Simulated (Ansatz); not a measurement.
Mn$_{2}$Ge in space group P6_3/mmc (No. 194; Mn on 2a, Mn on 2d, Ge on 2c) under volume change, r²SCAN (plane waves, PAW; program Ansatz), shape and atoms relaxed at each volume.

| V (Å³/atom) | E − E(relaxed) (meV/atom) | P (GPa) |
|---|---|---|
| 12.488 | 48.6 | 13.77 |
| 12.900 | 20.7 | 8.15 |
| 13.311 | 5.4 | 4.08 |
| 13.723 | 0.0 | 0.00 |
| 14.135 | 4.0 | -2.71 |
| 14.546 | 13.8 | -4.73 |

Question: What does a third-order Birch–Murnaghan fit give for V₀, B₀ and B′?

Answer: V₀ = 13.75 Å³/atom, B₀ = 104 GPa, B′ = 6.7.

The workflow started from a Materials Project entry (that database holds measured and hypothetical structures alike); the Crystallography Open Database copy checked does not list it. Its standing as an ambient phase is unchecked. The cell was relaxed with r²SCAN under the symmetry of its start; whether a distortion lowers the energy is not shown. The final state is ferromagnetic, chosen from 3 collinear starts compared on coarse meshes (ties went to the first, and starts can fall back to one state), not a proven ground state. The program gave a warning on the electronic state, which may not be the lowest.

Potentials: the later of the program's two PAW sets.
